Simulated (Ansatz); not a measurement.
# Fields on a plane of Sn (diamond)

```
CELL_PARAMETERS angstrom
      0.00000     3.32792     3.32792
      3.32792     0.00000     3.32792
      3.32792     3.32792     0.00000
ATOMIC_POSITIONS crystal
  Sn 0.25000 0.25000 0.25000
  Sn 0.00000 0.00000 0.00000
```

The slice is a {111} plane (indices of the conventional cell) through the point (0.000, 0.000, 0.000) (fractional), spanned by u = [100] and v = [-1 2 0] in vectors of this cell: u (4.71 Å) and v (8.15 Å, at 90° to u). It covers one period; positions are fractions (u, v).

Atoms on it: Sn at (0.00, 0.00); Sn at (0.50, 0.50). Other atoms lie within 1 Å of the plane.

Method: PBE (plane waves to 420 eV, PAW, scalar-relativistic; Ansatz, an electronic-structure program). k mesh 12×12×12. Near the nuclei the fields are pseudised (PAW); where an atom keeps semicore shells as valence, they peak there. Sn was relaxed with its symmetry unable to fall. The PAW data are Ansatz's earlier set. The relaxed volume of Sn is well above the measured one; the method has no dispersion term.

```
|98743221223478|
|77542110112457|
|54432100012344|
|44321100011234|
|44321100011234|
|44332111112334|
|54432222222344|
|55433333333345|
|54444445444444|
|44444577754444|
|33345789875433|
|22345799975432|
|12234789874322|
|01124577754211|
|00123445443210|
|00112344432110|
|00112344432110|
|11123344433211|
|22223445443222|
|33333455543333|
|54444445444444|
|77544444444457|
|98754333334578|
|99754322234579|
```
Scale: ten equal steps from -1.88 (start of '0') to 1.11 (end of '9'), in the order '0123456789'. Values: log₁₀ of the valence density in e/Å³. The map has 14 points along u (one character each, u = 0 at the left) and 24 along v (v = 0 in the bottom row). The scale is logarithmic, as a density can span decades between atoms and voids.

```
v \ u  0.00  0.14  0.29  0.43  0.57  0.71  0.86
-----  ----  ----  ----  ----  ----  ----  ----
0.88   0.34  0.39  0.29  0.04  0.04  0.29  0.39
0.75   0.38  0.42  0.27  0.11  0.11  0.27  0.42
0.62   0.33  0.41  0.59  0.33  0.33  0.59  0.41
0.50   0.34  0.49  0.33     x     x  0.33  0.49
0.38   0.02  0.13  0.41  0.35  0.35  0.41  0.13
0.25   0.10  0.16  0.39  0.39  0.39  0.39  0.16
0.12   0.33  0.41  0.59  0.33  0.33  0.59  0.41
0.00      x  0.16  0.46  0.38  0.38  0.46  0.16
```

Values: electron localisation function (ELF). Points within 0.5 Å of a nucleus are blanked (x), as the pseudised field means little there.
